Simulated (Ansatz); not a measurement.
Structure relaxation, Ba

The start is a generated cell, Ba built in the AFLOW prototype A_aP4_2_aci. Cell shape, volume and atoms are optimised at zero target pressure with r2SCAN (plane waves to 500 eV, PAW, scalar-relativistic; Ansatz, a quantum-chemistry and plane-wave program). The first steps use a coarse 8×7×3 k-mesh.

Starting cell:
```
CELL_PARAMETERS angstrom
      4.32752     0.00000     0.00000
      0.43321     5.10558     0.00000
      0.18840     0.84818    11.45136
ATOMIC_POSITIONS crystal
  Ba 0.00000 0.00000 0.00000
  Ba 0.00000 0.00000 0.50000
  Ba 0.43300 0.57200 0.25900
  Ba 0.56700 0.42800 0.74100
```

```yaml
largest_initial_force: 0.51 eV/Å, on Ba3, Ba4 (atoms numbered as listed)
volume_change: +2.9 %, from 63.25 to 65.08 Å³/atom
band_gap_at_the_end: no gap (metallic)
optimiser_moves: 9
```

Relaxed structure:

Space group Im-3m (No. 229); a = 5.0679 Å, b = 5.0679 Å, c = 5.0679 Å, α = 90.00°, β = 90.00°, γ = 90.00°

```
atom  site  symmetry       x       y       z
----  ----  --------  ------  ------  ------
Ba      2a      m-3m  0.0000  0.0000  0.0000
```
(The calculation used a cell of 1 atom; values per cell refer to that cell.)

Final values are on a 13×13×13 k-mesh of the relaxed cell. No spin polarisation in the result.

The run could not lose the symmetry of its start.
